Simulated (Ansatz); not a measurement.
Computed with Ansatz, DFT PBE, scalar-relativistic, plane waves, PAW. Settings: cutoff 420 eV, Γ-centred meshes spaced at most about 0.3 Å⁻¹, and about 0.25 Å⁻¹ or finer for metals (2π included), Gaussian smearing. Collinear spin in cells that started with moments and kept them past the coarse steps, no spin elsewhere.

Each of these unrelaxed guesses is relaxed in cell and atoms within its symmetry. A guess keeps its type if space group and coordination stay and the shape of the cell changes little (axis ratios within about 15 %, angles within 6°); the volume may change.

1. LaFe2O (collinear spin from parallel moments)

```
CELL_PARAMETERS angstrom
4.69776 0.00000 0.00000
-2.34888 4.06838 0.00000
0.00000 0.00000 3.94853
ATOMIC_POSITIONS crystal
La 0.00000 0.00000 0.50000
Fe 0.33333 0.66667 0.50000
Fe 0.66667 0.33333 0.50000
O 0.00000 0.00000 0.00000
```

2. ZrTaN

```
CELL_PARAMETERS angstrom
3.06981 0.00000 0.00000
0.00000 3.06981 0.00000
0.00000 0.00000 7.80282
ATOMIC_POSITIONS crystal
Zr 0.00000 0.50000 0.66477
Zr 0.50000 0.00000 0.33523
Ta 0.50000 0.00000 0.90263
Ta 0.00000 0.50000 0.09737
N 0.00000 0.50000 0.37641
N 0.50000 0.00000 0.62359
```

3. Ge3Te2O

```
CELL_PARAMETERS angstrom
-2.65837 3.12944 4.21685
2.65837 -3.12944 4.21685
2.65837 3.12944 -4.21685
ATOMIC_POSITIONS crystal
Ge 0.33214 0.00000 0.33214
Ge 0.66786 0.00000 0.66786
Ge 0.00000 0.00000 0.00000
Te 0.22808 0.50000 0.72808
Te 0.77192 0.50000 0.27192
O 0.50000 0.50000 0.00000
```

4. SiC4

```
CELL_PARAMETERS angstrom
-2.91433 2.91433 1.78599
2.91433 -2.91433 1.78599
2.91433 2.91433 -1.78599
ATOMIC_POSITIONS crystal
Si 0.00000 0.00000 0.00000
C 0.60154 0.79539 0.39693
C 0.79539 0.39846 0.19384
C 0.20461 0.60154 0.80616
C 0.39846 0.20461 0.60307
```

Problem. Which guesses survive the relaxation?

Solution. Guesses 1 and 2 keep their type.

```json
{"guess": "1", "kept": "yes", "start group": "P6/mmm", "end group": "P6/mmm", "V start (Å³/atom)": "18.9", "V end": "25.8", "b/a and c/a, end over start": "1.00, 1.00", "nearest neighbours start": "Fe 6, La 2, O 2", "nearest neighbours end": "Fe 6, La 2, O 2"}
{"guess": "2", "kept": "yes", "start group": "P4/nmm", "end group": "P4/nmm", "V start (Å³/atom)": "12.3", "V end": "14.6", "b/a and c/a, end over start": "1.00, 0.92", "nearest neighbours start": "N 6, Ta 1, Zr 5", "nearest neighbours end": "N 6, Ta 1, Zr 5"}
{"guess": "3", "kept": "no", "start group": "Immm", "end group": "Immm", "V start (Å³/atom)": "23.4", "V end": "22.9", "b/a and c/a, end over start": "0.86, 0.89", "nearest neighbours start": "Ge 2, O 2, Te 1", "nearest neighbours end": "Ge 4, O 2, Te 1"}
{"guess": "4", "kept": "no", "start group": "I4/m", "end group": "I4/mmm", "V start (Å³/atom)": "12.1", "V end": "11.9", "b/a and c/a, end over start": "-", "nearest neighbours start": "C 12, Si 12", "nearest neighbours end": "C 2, Si 14"}
```

Neighbours count within 15 % of an atom's shortest distance; end groups are read at 0.02 Å (0.05 Å in metals).

Spin–orbit coupling, which can matter for Ta and Te, is left out. No Hubbard U is applied to the 3d shell of Fe. The magnetic state reached may not be the lowest. Cells relaxed within their symmetry can be saddle points.
